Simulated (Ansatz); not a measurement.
Given:

SrTiO₃:
```xyz
5
Lattice="3.8542 0.0000 0.0000 0.0000 3.8542 0.0000 0.0000 0.0000 3.8542" Properties=species:S:1:pos:R:3 pbc="T T T"
Sr     0.0000     0.0000     0.0000
Ti     1.9271     1.9271     1.9271
O      0.0000     1.9271     1.9271
O      1.9271     1.9271     0.0000
O      1.9271     0.0000     1.9271
```

This is the LDA-relaxed structure.

Task: All from LDA in the plane-wave PAW code Ansatz, unless another level is named. Give the bulk modulus (Birch–Murnaghan fit).

Result: 202 GPa.

Task: What about the highest zone-centre frequency (without LO–TO term)?

Result: 556 cm⁻¹.

Task: Predict the elastic constants (relaxed ions, GPa).

Result: C11 = 384, C12 = 111, C44 = 119.

Space group Pm-3m (cubic perovskite). The cell was relaxed with LDA under the symmetry of its start. At this level the phase is dynamically unstable (imaginary phonons). The run is not spin-polarised.

Potentials: the later of the program's two PAW sets.
